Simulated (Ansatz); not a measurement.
## CsCl-type YbBi

Method: PBE+U (U_eff = 6 eV on Yb 4f), scalar-relativistic; collinear spin; PAW, 420 eV, 8×8×8 k-mesh, Gaussian smearing of 0.05 eV; code Ansatz. The datasets are Ansatz's generated set soft_2.

```cif
data_structure
_symmetry_space_group_name_H-M 'P 1'
_symmetry_Int_Tables_number 1
_cell_length_a 3.9783
_cell_length_b 3.9783
_cell_length_c 3.9783
_cell_angle_alpha 90.000
_cell_angle_beta 90.000
_cell_angle_gamma 90.000
_cell_volume 62.96
loop_
_atom_site_label
_atom_site_type_symbol
_atom_site_fract_x
_atom_site_fract_y
_atom_site_fract_z
_atom_site_occupancy
Yb1 Yb 0.00000 0.00000 0.00000 1
Bi1 Bi 0.50000 0.50000 0.50000 1
```

This is a trial structure: such lanthanide and actinide compounds mostly take the rock-salt structure.

Magnetic state: non-magnetic, site spin moments none.

Problem. Which orbitals carry the states at the Fermi level, and how many states are there?

Solution. Within 0.1 eV of it: Bi 6p 65 %, Yb 5d 27 % (shares among the projected shells). The density of states at the Fermi level is about 1.6 states/eV per cell, averaged over 0.3 eV.

Density of states (tetrahedra, averaged over 0.4 eV; states/eV per cell of 2 atoms; energy in eV from the Fermi level; projections on Löwdin-orthogonalised atomic orbitals, summed over sites):

```csv
E,total,Yb 4f up,Yb 4f down,Bi 6p,Yb 5d down,Yb 5d up
-4.45,0.2,0.0,0.0,0.1,0.0,0.0
-4.05,0.5,0.0,0.0,0.3,0.1,0.1
-3.65,0.8,0.0,0.0,0.5,0.1,0.1
-3.25,1.5,0.0,0.0,0.9,0.1,0.1
-2.85,2.2,0.1,0.1,1.3,0.2,0.2
-2.45,2.1,0.4,0.4,0.9,0.1,0.1
-2.05,33.2,16.1,16.1,0.7,0.1,0.1
-1.65,2.4,0.6,0.6,0.8,0.1,0.1
-1.25,1.3,0.1,0.1,0.7,0.1,0.1
-0.85,1.2,0.0,0.0,0.7,0.1,0.1
-0.45,1.1,0.0,0.0,0.7,0.1,0.1
-0.05,1.5,0.0,0.0,1.0,0.2,0.2
0.35,1.6,0.0,0.0,1.0,0.2,0.2
0.75,0.7,0.0,0.0,0.3,0.1,0.1
1.15,0.8,0.0,0.0,0.2,0.2,0.2
1.55,1.7,0.0,0.0,0.2,0.6,0.6
1.95,2.1,0.0,0.0,0.1,0.8,0.8
2.35,0.7,0.0,0.0,0.1,0.2,0.2
2.75,1.1,0.0,0.0,0.1,0.3,0.3
3.15,2.7,0.0,0.0,0.2,0.8,0.8
3.55,3.1,0.0,0.0,0.1,1.1,1.1
3.95,2.0,0.0,0.0,0.1,0.7,0.7
4.35,0.7,0.0,0.0,0.1,0.3,0.3
4.75,1.6,0.0,0.0,0.2,0.5,0.5
5.15,2.1,0.0,0.0,0.4,0.6,0.6
```

The calculation's cell holds 39 valence electrons, an odd number. Without magnetic order each band takes two, so one stays part-filled and the crystal must be a metal. (Only strong correlation, outside this picture, could make a Mott insulator of it.)

Spin–orbit coupling, which matters for such heavy elements, is left out. The run wasn't fully tested for a lower electronic state. The run holds 1.0 f electrons more on Yb than the trivalent ion has, so it is divalent here. In such compounds it is trivalent as a rule, so this state is likely an artefact, and the extra f charge swells the ion.
